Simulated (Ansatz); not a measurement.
Here is the system:

YOF:
```xyz
6
Lattice="3.7706 0.0000 0.0000 0.0000 3.7706 0.0000 0.0000 0.0000 5.3549" Properties=species:S:1:pos:R:3 pbc="T T T"
Y      1.8853     0.0000     3.8190
Y      0.0000     1.8853     1.5359
O      0.0000     0.0000     2.6775
O      1.8853     1.8853     2.6775
F      1.8853     1.8853     0.0000
F      0.0000     0.0000     0.0000
```

This is the LDA-relaxed structure. Tensor components refer to the Cartesian frame of this cell.

All from plane-wave PAW LDA (Ansatz code), unless another level is named. Predict the vibrational entropy at 300 K.

21.1 J/(K·mol of atoms).

What about the zero-point energy?

57.2 meV/atom.

Give the Hill bulk and shear moduli.

149 and 62.5 GPa.

What about the highest zone-centre frequency (without LO–TO term)?

556 cm⁻¹.

What about the elastic constants (relaxed ions, GPa)?

C11 = 231, C12 = 151, C13 = 75.8, C33 = 272, C44 = 42.4, C66 = 119.

Space group P4/nmm. The first step of the workflow began from a Materials Project structure, measured or hypothetical; the Crystallography Open Database copy checked does not list it. COD files the formula under space group No. 166, so this cell is another polymorph or a model. Its standing as an ambient phase is unchecked. The LDA relaxation kept the symmetry of its start; phonons on a q-mesh show no instability. No spin polarisation was allowed.

Potentials: the later of the program's two PAW sets.
